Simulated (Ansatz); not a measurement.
Clean, relaxed (111) surface of TiN, space group Fm-3m (No. 225) (top face towards +c; atoms held fixed, by place in the list: 1, 2, 3, 4):

```yaml
crystal:
  lattice:
    - [2.97263, 0.00000, 0.00000]
    - [-1.48632, 2.57437, 0.00000]
    - [0.00000, 0.00000, 26.70857]
  atoms:
    - { symbol: N, position: [0.33333, 0.66667, 0.31825] }
    - { symbol: Ti, position: [0.66667, 0.33333, 0.36369] }
    - { symbol: N, position: [0.00000, 0.00000, 0.40912] }
    - { symbol: Ti, position: [0.33333, 0.66667, 0.45456] }
    - { symbol: N, position: [0.66667, 0.33333, 0.50011] }
    - { symbol: Ti, position: [0.00000, 0.00000, 0.54614] }
    - { symbol: N, position: [0.33333, 0.66667, 0.58836] }
    - { symbol: Ti, position: [0.66667, 0.33333, 0.64471] }
    - { symbol: N, position: [0.00000, 0.00000, 0.67391] }
```

Level of theory: DFT PBEsol, scalar-relativistic, plane waves, PAW in Ansatz. Plane waves to 420 eV, a k mesh through Γ of 12×12×1 on the computed 9-atom cell and Gaussian smearing (0.10 eV); no spin polarisation. A dipole correction removes the field between periodic images along c.

The adsorption energy is E(slab + adsorbate) − E(slab) − E(free adsorbate, spin-polarised where open-shell). With the adsorbate the cell is lengthened along c to keep the vacuum.

Problem. C (atom) is put at the bridge (Ti-Ti) at (0.17, 0.33) site, one adsorbate per 7.7 Å². What structure does it relax to?

Solution. E_ads = -6.24 eV. Contacts: C–N 1.21 Å.

```
CELL_PARAMETERS angstrom
2.97263 0.00000 0.00000
-1.48632 2.57437 0.00000
0.00000 0.00000 28.70857
ATOMIC_POSITIONS crystal
N 0.33333 0.66667 0.29608
Ti 0.66667 0.33333 0.33835
N 0.00000 0.00000 0.38062
Ti 0.33333 0.66667 0.42290
N 0.66685 0.33370 0.46537
Ti 0.00031 0.00061 0.50878
N 0.33376 0.66752 0.55032
Ti 0.66712 0.33425 0.58933
N 0.00037 0.00074 0.63577
C 0.00099 0.00198 0.67792
```

Each end is the local minimum or symmetric point that its start leads to.

Spin polarisation was left out, and a magnetic state may lie lower.